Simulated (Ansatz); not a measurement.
**VAsF: settings compared (Ansatz)**

The command:

```bash
ansatz run input.yaml --threads 1 --pin off --max-ram 2560MiB --backend cpu --events-out ev --progress --plain --runs-dir out
```

The input file (Ansatz 0.2.0, plane waves):

```yaml
crystal:
  lattice:
    - [3.328438, 0.0, 0.0]
    - [0.0, 3.328438, 0.0]
    - [0.0, 0.0, 7.531797]
  atoms:
    - { symbol: As, position: [0.25, 0.25, 0.6117] }
    - { symbol: As, position: [0.75, 0.75, 0.3883] }
    - { symbol: F, position: [0.75, 0.25, 0.0] }
    - { symbol: F, position: [0.25, 0.75, 0.0] }
    - { symbol: V, position: [0.25, 0.25, 0.2558] }
    - { symbol: V, position: [0.75, 0.75, 0.7442] }
  symmetry: { tolerance: 0.0003 }
kpoints:
  mp_grid: { grid: [5, 5, 3], shift: [0, 0, 0] }
magnetization:
  spin_polarized: false
scf:
  occupations: { method: fermi_dirac }
hamiltonian:
  pseudopotentials: { kind: paw }
  xc: pbe
basis:
  ecutwfc: 420
output:
  forces: true
  stress: true
  eigenvalues: true
```

Origin of the cell: a known structure type with other elements, at an estimated volume, so it need not be a known compound.

The smearing width isn't typed, so it takes its default of 0.1 eV.

Output of this run (shortened):

```
Pseudopotentials: kind: paw
Pseudopotential: As, paw, valence charge 15, recommended cutoff 420 eV (normal), As.paw.azcp
Pseudopotential: F, paw, valence charge 7, recommended cutoff 420 eV (normal), F.paw.azcp
Pseudopotential: V, paw, valence charge 13, recommended cutoff 420 eV (normal), V.paw.azcp
Functional definition: PBE
  exchange = pbe_x(kappa = kappa, mu = beta*pi^2/3)
  correlation = pbe_c(beta = beta)
Crystal: 6 atoms, lattice volume = 83.441 Å³
Basis set: ecut = 420 eV, 1657 PW (Γ), exchange–correlation on 48×48×108 points (8 copies of the dense FFT grid, shifted against one another)
Bands: 42, of which v1, the nominal top of the filled ones, is band 35 counted from 1 (34 counted from 0)
Symmetry: 16 space group operations
Space group: P4/nmm (ITA 129), of the structure as read, at distance tolerance 1.3e-3 Å
[… 7 lines left out …]
Initial density: superposition of atomic densities (neutral atoms: chi_scale 0, normalization atom), corrected by the library's trained network
Functional: x = pbe(κ = 0.804, μ = 0.219515), c = pbe(β = 0.066725)
SCF iter   1: F=—  HF=-17153.319917 eV  Δρ=8.36e-3  dr2=5.62e-2
SCF iter   2: F=—  HF=-17153.317152 eV  Δρ=3.04e-3  dr2=7.53e-3
SCF iter   3: F=—  HF=-17153.315562 eV  Δρ=1.32e-3  dr2=1.94e-3
SCF iter   4: F=—  HF=-17153.315360 eV  Δρ=5.13e-4  dr2=1.10e-3
SCF iter   5: F=—  HF=-17153.315182 eV  Δρ=1.93e-4  dr2=1.97e-4
SCF iter   6: F=—  HF=-17153.315143 eV  Δρ=1.15e-4  dr2=3.74e-5
SCF iter   7: F=—  HF=-17153.315012 eV  Δρ=4.61e-5  dr2=2.43e-6
SCF iter   8: F=—  HF=-17153.315013 eV  Δρ=1.69e-5  dr2=2.40e-7
SCF iter   9: F=-17153.315013 eV  HF=-17153.315013 eV  Δρ=7.04e-6  dr2=4.33e-8
SCF 1 converged in 9 iterations: F = -17153.315013 eV  dr2 = 4.33e-8
SCF converged after 9 iterations
Free energy (F): -17153.315013 eV
Harris-Foulkes:  -17153.315013 eV  (|F-HF|=1.82e-9)
Internal energy: -17153.079187 eV  (E = F + TS)
E sigma→0 (E₀):  -17153.197100 eV
Entropy (-TS):   -0.235826 eV (-39.304 meV/atom)
Fermi energy:    11.877385 eV
--- Per-component energies (eV) ---
  E_band       = -823.065769
  E_kinetic    = 1283.354654
  E_local      = -6166.998194  (includes V_loc(G=0)·N_el)
  E_nonlocal   = -1282.812571
  E_hartree    = 3048.855894
  E_xc         = -576.310991
  E_vxc        = -690.418363  (∫ρ·V_xc dr)
  E_paw        = -6296.983897  (= ΣΔE_a)
  E_vpaw       = -63.913857  (= ΣTr[D̂ρ^β])
  E_aug_tail   = 0.004702  (compensation charges beyond the density's cutoff)
  E_ewald      = -7162.188783
  E_smearing   = -0.235826  (= −TS)
  Σ components = -17153.315013   (vs F -17153.315013, Δ=0.00e0)
--- Forces (eV/Å), atoms counted from 1 ---
  atom   1  As     0.000000     0.000000    -0.176459
  atom   2  As     0.000000     0.000000     0.176459
  atom   3  F      0.000000     0.000000     0.000000
  atom   4  F      0.000000     0.000000     0.000000
  atom   5  V      0.000000     0.000000    -3.010311
  atom   6  V      0.000000     0.000000     3.010311
  max |Σ_I F_I| component: 0.00e0 eV/Å
--- Stress (GPa, compression-positive) ---
        3.183513       0.000000       0.000000
        0.000000       3.183513       0.000000
        0.000000       0.000000     -28.848226
  P = ⅓ Tr σ = -7.4937 GPa (-74.937 kbar)
```

The same input was run again with these changes:

1. `scf.n_extra_bands` default → 8
2. `hamiltonian.hubbard` default → { sites: [{ species: V, l: d, u_eff: 4.0 }], double_counting: fll }
3. `scf.occupations.method` fermi_dirac → tetrahedron

| run | end | SCF iterations | P (GPa) | max force component (eV/Å) | moment (μB) | ΔE(σ→0) (meV/atom) |
| --- | --- | --- | --- | --- | --- | --- |
| base | converged | 9 | -7.49 | 3.010 | – | 0 |
| 1 | converged | 9 | -7.49 | 3.010 | – | 0.00 |
| 2 | converged | 19 | -0.02 | 4.162 | – | – |
| 3 | converged | 10 | -7.82 | 3.060 | – | -0.71 |

Energies are compared only where functional, datasets, charge and starting cell are the same.

Caveats of the base run: no spin polarisation, so a magnetic state may lie lower; the k mesh is coarse if the cell is a metal.

Run 3: forces and stress under tetrahedra may miss the slope of the energy.

Time of the base run: 2.4 s on 1 thread of Arm Neoverse V2 (shared host), peak memory 0.35 GiB, from the program's own first density.
